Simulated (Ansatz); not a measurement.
## WSi2 (MoSi2 type, space group I4/mmm): energy over volume and axial ratio

WSi2 (MoSi2 type, space group I4/mmm)

```xyz
3
Lattice="-1.6013 1.6013 3.9078 1.6013 -1.6013 3.9078 1.6013 1.6013 -3.9078" Properties=species:S:1:pos:R:3 pbc="T T T"
W      0.0000     0.0000     0.0000
Si     0.0000     0.0000     2.6146
Si     0.0000     0.0000     5.2011
```

The relaxed cell is deformed in two ways at once: its volume V is scaled, and at that volume it is stretched along z (the c axis of the conventional cell) so that c/a changes. Fractional atomic positions are held.

Method: PBEsol (plane waves to 420 eV, PAW, scalar-relativistic; Ansatz, a first-principles code). k mesh 20×20×20 (Γ-centred), Fermi-Dirac smearing 0.05 eV. The energy includes the smearing's −TS. Stress and pressure are positive under compression. As the atoms are clamped, bonds stretch with the cell, which overstates energies and stresses. With partly filled bands, the response to shear is sensitive to the k mesh, so small differences along c/a are uncertain. Spin-orbit coupling is left out, though W is heavy. WSi2 is run without spin polarisation. WSi2 was relaxed with its symmetry unable to fall. ΔE is measured from the relaxed starting cell.

ΔE (meV/atom), with V/V₀ across and (c/a)/(c/a)₀ down:

```
(c/a)/(c/a)₀ \ V/V₀  0.920  0.947  0.973  1.000  1.027  1.053  1.080
-------------------  -----  -----  -----  -----  -----  -----  -----
0.880                  351    289    247    222    213    216    231
0.920                  191    139    107     91     89    101    123
0.960                  104     58     31     21     25     41     68
1.000                   73     31      7      0      7     25     55
1.040                   87     46     24     17     25     44     74
1.080                  134     93     70     63     70     89    118
1.120                  206    164    140    131    136    153    179
```

σzz − σxx (GPa), with V/V₀ across and (c/a)/(c/a)₀ down:

```
(c/a)/(c/a)₀ \ V/V₀  0.920  0.947  0.973  1.000  1.027  1.053  1.080
-------------------  -----  -----  -----  -----  -----  -----  -----
0.880                 86.4   79.0   72.3   66.1   60.5   55.4   50.7
0.920                 54.4   49.4   44.8   40.7   37.0   33.6   30.5
0.960                 26.7   23.8   21.1   18.8   16.6   14.7   13.0
1.000                  3.2    2.0    0.9    0.0   -0.8   -1.4   -1.9
1.040                -16.4  -16.2  -15.9  -15.5  -15.1  -14.6  -14.2
1.080                -32.2  -30.8  -29.4  -28.0  -26.7  -25.4  -24.1
1.120                -45.1  -42.7  -40.4  -38.2  -36.1  -34.2  -32.3
```

Read from the data:

```
Property                                                                                                                            Value
--------------------------------------------------------------------------------------  -------------------------------------------------
Modulus against c/a change at fixed volume, (3/4V)·∂²E/∂(ln c/a)² (fit, atoms clamped)   210 GPa, an upper bound as the atoms could relax
Lowest place on the grid                                                                  V/V₀ = 1.000, (c/a)/(c/a)₀ = 1.000 (0 meV/atom)
Highest place on the grid                                                               V/V₀ = 0.920, (c/a)/(c/a)₀ = 0.880 (351 meV/atom)
```

(A scan under strain: stresses follow from slopes of the energy per volume, elastic moduli from its curvatures.)
